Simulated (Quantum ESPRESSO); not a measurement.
## NMR parameters of Al₂O₃ (changed cell)

```yaml
crystal:
  lattice:
    - [2.40251, 1.38709, 4.37208]
    - [-2.40251, 1.38709, 4.37208]
    - [0.00000, -2.77419, 4.37208]
  atoms:
    - { symbol: Al, position: [0.14485, 0.14485, 0.14485] }
    - { symbol: Al, position: [0.85515, 0.85515, 0.85515] }
    - { symbol: Al, position: [0.35515, 0.35515, 0.35515] }
    - { symbol: Al, position: [0.64485, 0.64485, 0.64485] }
    - { symbol: O, position: [0.94386, 0.55614, 0.25000] }
    - { symbol: O, position: [0.05614, 0.44386, 0.75000] }
    - { symbol: O, position: [0.25000, 0.94386, 0.55614] }
    - { symbol: O, position: [0.75000, 0.05614, 0.44386] }
    - { symbol: O, position: [0.55614, 0.25000, 0.94386] }
    - { symbol: O, position: [0.44386, 0.75000, 0.05614] }
```
The cell was made here from a computed Materials Project entry: Al1 and its equivalents moved by 0.04 Å along (0.00, 0.00, -1.00), space group kept. The parent is Al2O3 in R-3c. Stability against distortions was not tested.

These are absolute shieldings with no macroscopic susceptibility term; δ = σ_ref − σ needs a reference computed alike. By our sweeps, such settings leave a few ppm in absolute σ. No d partial waves on Al: the paramagnetic term there is incompletely reconstructed. The structure is static (0 K, no zero-point motion).

Question: What do the calculations give at each independent site (shieldings by GIPAW with PBE in a modified build of Quantum ESPRESSO, on JTH PAW datasets, 22.5 Ha, k-mesh 4×4×4 shifted, f-sum rule met within 0.012 %)?

Answer: 
```json
[
 {"site": "Al (atoms 1, 2, 3, 4)", "site symmetry": "3", "σ_iso (ppm)": "533"},
 {"site": "O (atoms 5, 6, 7, 8, 9, 10)", "site symmetry": "2", "σ_iso (ppm)": "159"}
]
```
